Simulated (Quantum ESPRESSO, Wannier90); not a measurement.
Wannier functions of Si₂W (I4/mmm)

```xyz
3
Lattice="3.2147 0.0000 0.0000 0.0000 3.2147 0.0000 -1.6074 -1.6074 3.9010" Properties=species:S:1:pos:R:3 pbc="T T T"
Si     1.6074     1.6074    -1.2874
Si    -1.6074    -1.6074     1.2874
W      0.0000     0.0000     0.0000
```

Materials Project entry mp-1620; symmetrised, unrelaxed at this level. COD (Crystallography Open Database) has an entry of this formula and space group (matched by these alone). Computed values, not measurements, from PBEsol: Quantum ESPRESSO (norm-conserving PseudoDojo potentials, cutoff 60 Ry, spinors with spin-orbit coupling) on a Γ-centred 6×6×6 mesh, then Wannier90. Density: 10×10×10 mesh, cold smearing 0.01 Ry.

A tight-binding model is made by disentanglement and projection with no localisation steps (num_iter = 0), so the 34 orbitals stay atom-like: hydrogen-like Si: s;p; W: s;p;d, axes along x, y, z; frozen window up to 3.00 eV relative to the Fermi level. It follows pw.x to 24 meV rms for states up to 1.0 eV relative to the Fermi level. Matrix elements depend on this choice of orbitals and windows.

Problem. What are the on-site energies relative to the Fermi level, and how fast do the hoppings decay?

Solution. 
```
atom                 orbitals  energy (eV)
----  -----------------------  -----------
Si1                     s↑ s↓        -3.49
Si1                   pz↑ pz↓         3.30
Si1           px↑ px↓ py↑ py↓         2.87
Si2                     s↑ s↓        -3.49
Si2                   pz↑ pz↓         3.30
Si2           px↑ px↓ py↑ py↓         2.87
W3                      s↑ s↓         2.38
W3    pz↑ pz↓ px↑ px↓ py↑ py↓         8.22
W3                  dz2↑ dz2↓         0.14
W3        dxz↑ dxz↓ dyz↑ dyz↓         0.16
W3            dx2-y2↑ dx2-y2↓         0.00
W3                  dxy↑ dxy↓         0.11
```

| distance of the centres (Å) | largest modulus (eV) |
|---|---|
| 2–3 | 3.8 |
| 3–4 | 1.3 |
| 4–5 | 1.3 |
| 5–6 | 0.47 |
| 6–7 | 0.25 |
| 7–8 | 0.53 |
